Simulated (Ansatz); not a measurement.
Equation of state of barium, dhcp

These are results of DFT, LDA (PW92), plane waves (420 eV) with PAW, scalar-relativistic in Ansatz, not measurements. The PAW files were generated under PBE, with cores re-solved for the functional.

The cell is scaled uniformly from the relaxed one, with fractional coordinates and shape fixed. Energies are extrapolated to zero smearing, pressures are those at the given smearing. Magnetic state: spin not included.

```csv
V (Å³/atom),E − E₀ (meV/atom),P (GPa)
47.347,22.9,1.30
49.499,9.2,0.81
51.652,1.9,0.37
53.804,0.0,-0.02
55.956,3.1,-0.35
58.108,10.3,-0.65
60.260,21.1,-0.91
```

(1) Fit a third-order Birch-Murnaghan equation.

Results:

(1) V₀ = 53.49 Å³/atom, B₀ = 9.1 GPa, B₀′ = 2.5.
